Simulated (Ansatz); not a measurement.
Total density of states per atom from plane-wave PAW PBEsol (Ansatz code), in 0.25 eV bins, energy from the Fermi level:

```
E (eV) | states/eV/atom
    -7.85 | ####### 0.26
    -7.60 | ###### 0.22
    -7.35 | ##### 0.18
    -7.10 | #### 0.16
    -6.85 | #### 0.14
    -6.60 | ### 0.13
    -6.35 | ### 0.11
    -6.10 | ### 0.13
    -5.85 | ##### 0.18
    -5.60 | ###### 0.24
    -5.35 | ###### 0.24
    -5.10 | ######### 0.35
    -4.85 | ############# 0.52
    -4.60 | ################ 0.62
    -4.35 | ############ 0.48
    -4.10 | ############# 0.52
    -3.85 | ############ 0.49
    -3.60 | ############ 0.47
    -3.35 | ########## 0.40
    -3.10 | ########## 0.40
    -2.85 | ########### 0.44
    -2.60 | ############ 0.49
    -2.35 | ################## 0.70
    -2.10 | ########### 0.44
    -1.85 | ######### 0.35
    -1.60 | ######## 0.32
    -1.35 | ######### 0.34
    -1.10 | ######## 0.33
    -0.85 | ######## 0.30
    -0.60 | ###### 0.23
    -0.35 | ############ 0.47
    -0.10 | ################ 0.65
     0.15 | ############## 0.56
     0.40 | ########### 0.43
     0.65 | ########## 0.39
     0.90 | ############ 0.47
     1.15 | ############## 0.55
     1.40 | ############### 0.61
     1.65 | ################ 0.62
     1.90 | ################## 0.70
     2.15 | ################ 0.63
     2.40 | ################# 0.68
     2.65 | ###################### 0.86
     2.90 | #################### 0.78
     3.15 | ###################### 0.87
     3.40 | ######################## 0.96
     3.65 | ############################# 1.16
     3.90 | ############################## 1.19
     4.15 | ######################### 0.97
     4.40 | ######################## 0.94
     4.65 | #################### 0.79
     4.90 | ######################### 0.97
```

Task: Which compound is it?
A) Si3W5, I4/mcm (Si on 4a, Si on 8h, W on 16k, W on 4b)
B) SiNi, Pnma (Si on 4c, Ni on 4c)
C) SiO2, P4_12_12 (Si on 4a, O on 8b)
D) YSi2, P6/mmm (Y on 1a, Si on 2d)

Result: D, YSi2, P6/mmm (Y on 1a, Si on 2d). Within 0.5 eV of the Fermi level: Si 3p 38 %, Y 4d 34 %, Si 3s 19 %, outside the projected shells 7 %. Projections are on Löwdin-orthogonalised atomic valence shells; empty p or d shells of many metals are not among them.

Its axis ratio c/a = 0.96 departs by over 6 % from that of the usual cell of this phase: another minimum, or an error of the functional. The PBEsol relaxation kept the symmetry of its start. At this level the phase is mechanically unstable. The run is not spin-polarised. Spin–orbit coupling is left out wherever it is not named.

Potentials: the later of the program's two PAW sets.
